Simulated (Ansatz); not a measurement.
BN (h-BN type, space group P6_3/mmc)

```
CELL_PARAMETERS angstrom
      2.49985     0.00000     0.00000
     -1.24992     2.16493     0.00000
      0.00000     0.00000     6.41293
ATOMIC_POSITIONS crystal
  B  0.33333 0.66667 0.25000
  B  0.66667 0.33333 0.75000
  N  0.33333 0.66667 0.75000
  N  0.66667 0.33333 0.25000
```

Grid over V/V₀ and (c/a)/(c/a)₀, subscript 0 meaning the relaxed cell; the conventional c axis lies along z; no internal relaxation.

All values below come from PBEsol-D3(BJ) (plane waves to 420 eV, PAW, scalar-relativistic; Ansatz, a first-principles code). k mesh 15×15×5 (Γ-centred), Fermi-Dirac smearing 0.05 eV. Compression counts positive. BN was relaxed with its symmetry unable to fall. The PAW data are Ansatz's earlier set.

At one point of the scan the stress tensor (GPa) is:

```
   36.6      0.0      0.0
    0.0     36.6      0.0
    0.0      0.0      1.2
```

Problem. Which point is it?
A) V/V₀ = 0.960, (c/a)/(c/a)₀ = 1.120
B) V/V₀ = 1.040, (c/a)/(c/a)₀ = 1.060
C) V/V₀ = 0.920, (c/a)/(c/a)₀ = 1.000
D) V/V₀ = 0.920, (c/a)/(c/a)₀ = 1.060

Solution. C, V/V₀ = 0.920, (c/a)/(c/a)₀ = 1.000

(A scan under strain: stresses follow from slopes of the energy per volume, elastic moduli from its curvatures.)
